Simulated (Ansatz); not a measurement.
Ti₂AlB₂ in space group P-6m2 (No. 187; Ti on 2h, Al on 1a, B on 1b, B on 1f) under volume change, r²SCAN in the plane-wave PAW code Ansatz, shape and atoms relaxed at each volume.

```json
[
 {"V (Å³/atom)": "10.925", "E − E(relaxed) (meV/atom)": "…", "P (GPa)": "…"},
 {"V (Å³/atom)": "11.286", "E − E(relaxed) (meV/atom)": "24.7", "P (GPa)": "11.55"},
 {"V (Å³/atom)": "11.646", "E − E(relaxed) (meV/atom)": "…", "P (GPa)": "…"},
 {"V (Å³/atom)": "12.006", "E − E(relaxed) (meV/atom)": "0.0", "P (GPa)": "0.01"},
 {"V (Å³/atom)": "12.366", "E − E(relaxed) (meV/atom)": "5.3", "P (GPa)": "-4.57"},
 {"V (Å³/atom)": "12.726", "E − E(relaxed) (meV/atom)": "20.0", "P (GPa)": "-8.48"},
 {"V (Å³/atom)": "13.087", "E − E(relaxed) (meV/atom)": "43.0", "P (GPa)": "-11.82"}
]
```

**Question.** Complete the blanks.

**Answer.** 
- 11.646, E − E(relaxed) (meV/atom): 5.9
- 11.646, P (GPa): 5.34
- 10.925, E − E(relaxed) (meV/atom): 58.6
- 10.925, P (GPa): 18.80

**Question.** What does a third-order Birch–Murnaghan fit give for V₀, B₀ and B′?

**Answer.** V₀ = 12.01 Å³/atom, B₀ = 164 GPa, B′ = 4.1.

The start of the workflow was typed in or built on a structure type; neither database checked (COD, Materials Project) lists it. Whether it is the stable phase at ambient conditions was not checked. The cell was relaxed with r²SCAN under the symmetry of its start; its stability against distortions is not shown here. The run is not spin-polarised.

Potentials: the earlier of the program's two PAW sets. The files were generated under PBE; for other functionals the program regenerates the frozen cores, and for LDA and PBEsol the local potential too.
